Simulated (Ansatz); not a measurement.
Relaxed-ion elastic tensor of MoIr in space group Pmma (No. 51; Mo on 2e, Ir on 2f) in GPa (Voigt order), DFT-LDA in the program Ansatz with PAW potentials; density 16.74 g/cm³, 14.29 Å³ per atom.

```
673  195  226  0.0  0.0  0.0
195  679  185  0.0  0.0  0.0
226  185  624  0.0  0.0  0.0
0.0  0.0  0.0  172  0.0  0.0
0.0  0.0  0.0  0.0  180  0.0
0.0  0.0  0.0  0.0  0.0  200
```

### Question
Is the crystal mechanically stable?

### Answer
Yes: the smallest eigenvalue of C is 172 GPa.

### Question
Work out the Voigt, Reuss and Hill averages.

### Answer
K_V = 354, K_R = 354, K_H = 354; G_V = 202, G_R = 199, G_H = 200 GPa.

### Question
Give Young's modulus, Poisson's ratio, Pugh's ratio and the universal anisotropy index.

### Answer
E = 9KG/(3K + G) = 505 GPa; ν = 0.26; K/G = 1.77 (near the Pugh limit of 1.75, no verdict); A_U = 5G_V/G_R + K_V/K_R − 6 = 0.08.

### Question
Estimate the sound speeds and the Debye temperature.

### Answer
v_l = √((K + 4G/3)/ρ) = 6090 m/s, v_t = √(G/ρ) = 3460 m/s, mean 3840 m/s; Θ = (h/k)(3n/4πV)^(1/3) v_m = 472 K.

### Question
How much does each axis shrink under pressure?

### Answer
Linear compressibilities β_i = Σ_j S_ij (j = 1 to 3): x 0.87, y 0.95, z 1.0 per TPa.

The first step of the workflow began from a Materials Project structure, measured or hypothetical; the Crystallography Open Database files this formula in space group No. 51, but the cells were not matched. Its standing as an ambient phase is unchecked. The cell was relaxed with LDA under the symmetry of its start; of distortions, only those at the zone centre were tested. No spin polarisation was allowed. As this level gives no gap, shear constants depend on the k-mesh and smearing (Fermi–Dirac, 0.1 eV here). Scalar-relativistic: spin–orbit coupling is off unless named, which matters more the heavier the elements.

Potentials: the later of the program's two PAW sets.
